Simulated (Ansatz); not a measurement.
Relaxed-ion elastic tensor of Os (hcp (Mg type), P6_3/mmc) in GPa (Voigt order), DFT-PBE+D3(BJ) in the program Ansatz with PAW potentials; density 22.54 g/cm³, 14.01 Å³ per atom.

```
     1    2    3    4    5    6
-  ---  ---  ---  ---  ---  ---
1  775  231  224  0.0  0.0  0.0
2  231  775  224  0.0  0.0  0.0
3  224  224  868  0.0  0.0  0.0
4  0.0  0.0  0.0  271  0.0  0.0
5  0.0  0.0  0.0  0.0  271  0.0
6  0.0  0.0  0.0  0.0  0.0  272
```

### Question
Is the crystal mechanically stable?

### Answer
Yes: the smallest eigenvalue of C is 271 GPa.

### Question
Work out the Voigt, Reuss and Hill averages.

### Answer
K_V = 419, K_R = 419, K_H = 419; G_V = 279, G_R = 278, G_H = 278 GPa.

### Question
Give Young's modulus, Poisson's ratio, Pugh's ratio and the universal anisotropy index.

### Answer
E = 9KG/(3K + G) = 684 GPa; ν = 0.23; K/G = 1.51 (brittle by the Pugh limit of 1.75); A_U = 5G_V/G_R + K_V/K_R − 6 = 0.02.

### Question
Estimate the sound speeds and the Debye temperature.

### Answer
v_l = √((K + 4G/3)/ρ) = 5920 m/s, v_t = √(G/ρ) = 3510 m/s, mean 3890 m/s; Θ = (h/k)(3n/4πV)^(1/3) v_m = 481 K.

### Question
How much does each axis shrink under pressure?

### Answer
Linear compressibilities β_i = Σ_j S_ij (j = 1 to 3): x 0.83, y 0.83, z 0.72 per TPa.

Symmetry was held in the PBE+D3(BJ) relaxation. No spin polarisation was allowed. The pairwise dispersion correction was not fitted to metals. As this level gives no gap, shear constants depend on the k-mesh and smearing (Fermi–Dirac, 0.1 eV here). Spin–orbit coupling is left out wherever it is not named.

Potentials: the later of the program's two PAW sets.
